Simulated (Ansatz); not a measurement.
Data:

Y3GeS2:
```cif
data_GeS2Y3
_chemical_formula_sum 'Y3 Ge1 S2'
_space_group_name_H-M_alt 'P 1'
_space_group_IT_number 1
_cell_length_a 4.02687
_cell_length_b 4.02687
_cell_length_c 9.75433
_cell_angle_alpha 90.000
_cell_angle_beta 90.000
_cell_angle_gamma 120.000
loop_
_space_group_symop_operation_xyz
  'x, y, z'
loop_
_atom_site_label
_atom_site_type_symbol
_atom_site_fract_x
_atom_site_fract_y
_atom_site_fract_z
_atom_site_occupancy
Y1 Y 0.33333 0.66667 0.16416 1
Y2 Y 0.66667 0.33333 0.83584 1
Y3 Y 0.00000 0.00000 0.50000 1
Ge1 Ge 0.00000 0.00000 0.00000 1
S1 S 0.33333 0.66667 0.65876 1
S2 S 0.66667 0.33333 0.34124 1
```

This is the r²SCAN-relaxed structure.

Task: All from plane-wave PAW r²SCAN (Ansatz code), unless another level is named. Predict the electronic character.

Result: metallic (no gap).

Task: Predict the density of states at the Fermi level.

Result: 0.30 states/eV per atom (mean over ±0.08 eV).

Task: What about the formation energy from the elements (no fitted shifts)?

Result: -1.90 eV/atom.

Space group P-3m1. The first step of the workflow began from a Materials Project structure, measured or hypothetical; the Crystallography Open Database copy checked does not list it. Its standing as an ambient phase is unchecked. Symmetry was held in the r²SCAN relaxation; whether a distortion lowers the energy is not shown. The run is not spin-polarised. With an odd number of electrons in the cell and no spin polarisation, the count alone makes it a metal. The references are the lowest solids computed at this level, not always the standard phases. Spin–orbit coupling is left out wherever it is not named.

Potentials: the earlier of the program's two PAW sets.
